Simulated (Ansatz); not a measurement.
BeS:
```xyz
2
Lattice="2.9256 0.0000 0.0000 0.0000 2.9256 0.0000 0.0000 0.0000 2.9256" Properties=species:S:1:pos:R:3 pbc="T T T"
Be     0.0000     0.0000     0.0000
S      1.4628     1.4628     1.4628
```

Relaxed with PBE.

Problem. Decompose the optical modes at the zone centre into irreducible representations, and say which are infrared and Raman allowed.

Solution. Point group m-3m: Γ_opt = T1u. Infrared: T1u. Raman: none.

Problem. Assign frequencies (DFPT, DFT-PBE in the program Ansatz with PAW potentials).

Solution. T1u 331i cm⁻¹.

Space group Pm-3m (CsCl type). A made-up cell: these elements were put on the sites of a structure type; neither database checked (COD, Materials Project) lists it. COD files the formula under space group No. 216, so this cell is another polymorph or a model. Its standing as an ambient phase is unchecked. The cell was relaxed with PBE under the symmetry of its start. At this level the phase is dynamically unstable (imaginary phonons). As this level gives no gap, phonon frequencies hold no LO–TO term and depend on the k-mesh and smearing (Fermi–Dirac, 0.1 eV here).

Potentials: the later of the program's two PAW sets.
